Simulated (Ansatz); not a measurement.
Crystals of one structure type (zinc blende) and one family of elements, relaxed and computed with plane-wave PAW PBE (Ansatz code).

```tsv
crystal	V (Å³/atom)	B₀ by P(V) fit (GPa)
ZnS	20.16	69.5
ZnSe	23.55	56.6
CdS	26.02	53.4
CdSe	29.74	?
CdTe	36.24	35.1
```

Problem. Fit a straight line to ln B₀ against ln V and predict the withheld value.

Solution. Least squares on the 4 shown rows: ln B₀ = -1.15 × ln V + (7.694), with a scatter of 2 %. For CdSe this gives 44.4. The run itself gave 44.7, within the scatter.

All cells were relaxed under the symmetry of their starts (and spin orders); stability against distortions was not tested throughout. Scalar-relativistic: spin–orbit coupling is off unless named, which matters more the heavier the elements.

Potentials: the later of the program's two PAW sets.
